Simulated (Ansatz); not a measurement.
# Si3N4: a ladder of calculations

Cell of run 1: an entry of the Crystallography Open Database (COD; perhaps a calculated or model structure), atoms as given.

Space group P6_3/m (No. 176); a = 7.6044, c = 2.9063 Å, γ = 120.00°.

```csv
site,Wyckoff,site symmetry,x,y,z
Si,6h,m..,0.7685,0.1746,0.2500
N7,6h,m..,0.0305,0.3302,0.2500
N13,2d,-6..,0.6667,0.3333,0.2500
```

One atom of each set is listed.

Relaxed positions (PBE, cell held):

Si (0.7680, 0.1741, 0.2500)
N7 (0.0300, 0.3299, 0.2500)
N13 (0.6667, 0.3333, 0.2500)

All runs are DFT with Ansatz 0.2.0 (plane waves and PAW, scalar-relativistic unless spin–orbit coupling is named, Γ-centred meshes, Fermi–Dirac smearing where given) in this cell.

Run 1: PBE, atoms as given; 420 eV, 4×4×10 k-points, smearing 0.02 eV.
Run 2: PBE, atoms relaxed; 420 eV, 4×4×10 k-points, smearing 0.02 eV.
Run 3: r2SCAN, at the relaxed atoms; 500 eV, 4×4×10 k-points, smearing 0.02 eV.

(1) What does each run give, and what moves the gradients most?

Answers

(1) 

```csv
run,Si V_zz (η),N7 V_zz (η),N13 V_zz (η)
1,0.97 (0.42),-4.94 (0.07),-4.91 (0.00)
2,0.97 (0.42),-4.94 (0.07),-4.89 (0.00)
3,0.97 (0.40),-4.92 (0.08),-4.96 (0.00)
```

V_zz in 10²¹ V/m². Against run 1, the gradient tensors on these sites move by at most 0.03 in run 2 (N7), 0.06 in run 3 (N7). Taken one at a time, the functional (r2SCAN with its higher cutoff) moves the tensors on these sites by up to 0.07 (largest principal value of the change, on N13), the positions of the atoms (as given or relaxed) by 0.03 (N7).

The cell isn't the equilibrium one in runs 1, 2 (calculated pressure 6, 6 GPa), and the entry's cell may itself be off.
